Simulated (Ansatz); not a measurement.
GaCuSe2 in space group R-3m (No. 166; Ga on 3a, Cu on 3b, Se on 6c) at seven volumes, DFT-PBE in the program Ansatz with PAW potentials, shape and atoms relaxed at each. One row is withheld.

```csv
V (Å³/atom),P (GPa)
17.013,8.86
17.574,5.38
18.135,2.45
18.696,0.00
19.256,-2.07
19.817,-3.80
20.378,?
```

**Question.** Fit the shown pressures and predict the withheld one.

**Answer.** P = (3/2)B₀(x^(7/2) − x^(5/2))[1 + (3/4)(B′ − 4)(x − 1)] with x = (V₀/V)^(2/3). Least squares on the six rows gives V₀ = 18.695 Å³/atom, B₀ = 75.0 GPa, B′ = 4.78. At V = 20.378, x = 0.9442 and P = -5.26 GPa. The run itself gave -5.24 GPa.

A made-up cell: these elements were put on the sites of a structure type; neither database checked (COD, Materials Project) lists it. It is not the phase usual at ambient conditions (space group No. 122). The PBE relaxation kept the symmetry of its start; whether a distortion lowers the energy is not shown. The run is not spin-polarised.

Potentials: the later of the program's two PAW sets.
